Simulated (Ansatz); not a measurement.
**TiAgHg2: stiffness from a series of strains**

```yaml
crystal:
  lattice:
    - [4.15000, 0.00000, 0.00000]
    - [0.00000, 4.15000, 0.00000]
    - [0.00000, 0.00000, 4.06000]
  atoms:
    - { symbol: Ti, position: [0.50000, 0.50000, 0.00000] }
    - { symbol: Ag, position: [0.00000, 0.00000, 0.00000] }
    - { symbol: Hg, position: [0.00000, 0.50000, 0.50000] }
    - { symbol: Hg, position: [0.50000, 0.00000, 0.50000] }
```

Atoms are numbered in the order listed.

The cell comes from COD entry 1509376, which wasn't checked; take it as a given geometry.

Spin polarisation is left out, and whether a magnetic state lies lower isn't shown here.

No spin–orbit coupling, which matters for the heavy atoms here.

These are results of DFT, PBEsol, all-electron LAPW, scalar-relativistic (Ansatz 0.2.0), not measurements.

Settings: a Γ-centred 8×8×8 k mesh, Fermi–Dirac smearing of 0.03 eV, basis error target 1 meV/atom, no spin polarisation.

The strain is applied along the Cartesian axes of the cell as listed (the other components stay zero). Fractional coordinates are held (clamped ions).

σ is the change of stress from the unstrained cell, which is at 7.50 GPa; tension is positive, so slopes are stress–strain coefficients at that pressure. In a metal the k mesh adds noise.

Only quantities that a quadratic follows smoothly over the whole series are listed; rougher ones are left out.

```csv
εxx = εyy,σzz (GPa),σxx (GPa)
-0.0200,-5.78,-7.05
0.0000,0.00,0.00
0.0100,2.43,3.00
0.0200,4.66,5.63
```

Task: Fit the series and read off the stiffness at zero strain.

Result: Least-squares fits y = p0 + p1 x + p2 x² to the rows give σzz (GPa): p1 = 261, p2 = -1400; σxx (GPa): p1 = 317, p2 = -1800. So C13 + C23 = 261 GPa and C11 + C12 = 317 GPa, for these axes.

Task: One run, at εxx = εyy = -0.0100, is withheld. Predict its row.

Result: The fits give -2.76, -3.35; the run gave -2.69, -3.36.
